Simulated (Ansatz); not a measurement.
A relaxed structure of PbS is spoiled in several ways and relaxed again each time (noise and exchanges are one random draw each; pressure is positive under compression). Computed with PBEsol (plane waves to 420 eV, PAW, scalar-relativistic; Ansatz, a first-principles code).

```cif
data_Pb4S4
_chemical_formula_sum 'S4 Pb4'
_space_group_name_H-M_alt 'Fm-3m'
_space_group_IT_number 225
_space_group_name_Hall '-F 4 2 3'
_cell_length_a 5.90268
_cell_length_b 5.90268
_cell_length_c 5.90268
_cell_angle_alpha 90.000
_cell_angle_beta 90.000
_cell_angle_gamma 90.000
loop_
_atom_site_label
_atom_site_type_symbol
_atom_site_symmetry_multiplicity
_atom_site_Wyckoff_symbol
_atom_site_fract_x
_atom_site_fract_y
_atom_site_fract_z
_atom_site_occupancy
S1 S 4 a 0.00000 0.00000 0.00000 1
Pb1 Pb 4 b 0.50000 0.50000 0.50000 1
```
(The calculation used a cell of 2 atoms; values per cell refer to that cell.)

| change | first pressure (GPa) | first V (Å³/atom) | released (eV/atom) | moves | outcome | final group | E − E(parent) (eV/atom) |
|---|---|---|---|---|---|---|---|
| with every coordinate shifted by Gaussian noise of σ = 0.2 Å | 1.5 | 25.71 | 0.02 | 6 | returns to the parent | Fm-3m | 0.000 |
| with every coordinate shifted by Gaussian noise of σ = 0.3 Å | 10.7 | 25.71 | 0.39 | 7 | returns to the parent | Fm-3m | 0.000 |
| deformed by the Cartesian strain tensor (xx, yy, zz, yz, xz, xy) = (0.006, 0.061, -0.027, 0.082, 0.077, 0.015) | -1.7 | 26.37 | 0.12 | 7 | returns to the parent | Fm-3m | 0.000 |
| doubled along one cell vector, shaken by Gaussian noise of σ = 0.08 Å a coordinate | 0.4 | 25.71 | 0.02 | 6 | returns to the parent | Fm-3m | 0.000 |

First-step values come from each run's starting, coarser k-mesh (7×7×7, 7×7×4). Each cell has its own k-point mesh; energy differences are given only to the digits this allows. No spin polarisation in the result.
